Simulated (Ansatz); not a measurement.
Sr₄O₃ (P6/mmm)

These are results of DFT PBE, scalar-relativistic, plane waves, PAW in Ansatz, not measurements.

Plane waves to 420 eV, a k mesh through Γ of 6×6×6 on the computed 7-atom cell and Gaussian smearing (0.10 eV); no spin polarisation.

The structure is relaxed at this level of theory with its symmetry kept, and needn't be the ground state of this composition.

```
CELL_PARAMETERS angstrom
6.51628 0.00000 0.00000
-3.25814 5.64326 0.00000
0.00000 0.00000 7.51491
ATOMIC_POSITIONS crystal
Sr 0.33333 0.66667 0.80214
Sr 0.66667 0.33333 0.80214
Sr 0.66667 0.33333 0.19786
Sr 0.33333 0.66667 0.19786
O 0.50000 0.00000 0.00000
O 0.00000 0.50000 0.00000
O 0.50000 0.50000 0.00000
```

- Space group: P6/mmm (No. 191)
- Volume per atom: 266.4 bohr³
- Formation energy from the elements' standard states (uncorrected): -1.894 eV/atom
- Kohn–Sham band gap: none (metal)
- Density of states at the Fermi level: 0.1 states/eV per cell
- Bader charge by site (e): Sr (4 in the cell) 1.08, O (3 in the cell) -1.43

The cell was found from a structure generator's guess, not taken from experiment.
